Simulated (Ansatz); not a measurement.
Given:

Starting cell, TiN (rock salt):

```xyz
2
Lattice="0.0000 2.1163 2.1163 2.1163 0.0000 2.1163 2.1163 2.1163 0.0000" Properties=species:S:1:pos:R:3 pbc="T T T"
N      0.0000     0.0000     0.0000
Ti     2.1163     2.1163     2.1163
```

In each cell atom 2 (Ti, nearest neighbour N at 2.116 Å; its periodic images, 3.0 Å or more away, move with it) moves by s·(1.000, 0.000, 0.000) (along Cartesian x), the rest being held.

All values below come from r2SCAN (plane waves to 500 eV, PAW, scalar-relativistic; Ansatz, a first-principles code). k mesh 15×15×15 (Γ-centred), Fermi-Dirac smearing 0.05 eV. Energies are smeared free energies. Left out: 4 of 11 points, with atoms too close for the PAW data. With partly filled bands, energies and forces of such displacements shift with the k mesh and the smearing. TiN is run without spin polarisation. TiN was relaxed with its symmetry unable to fall. ΔE is measured from the undisplaced structure.

The scan covers s from -0.378 to 0.378 Å in 7 points.

Task: Is this a single well or a double well?

Result: A single well with its minimum at or next to zero displacement.

Task: Is the energy the same for equal positive and negative displacements?

Result: Even: the same for both signs. With its periodic images moving along, the atom's site symmetry in this cell is m-3m.

Task: What force acts on the atom along the line at s = -0.378 Å?

Result: 5.40 eV/Å.

Task: What is the force constant k = d²E/ds² of this move at s = 0?

Result: 10.8 eV/Å².

Task: With two atoms in the cell this is the zone-centre optical mode. What wavenumber follows?

Result: 520 cm⁻¹.

(A displaced cell: forces are minus the slopes of the energy, force constants its curvatures, and phonons follow from these.)
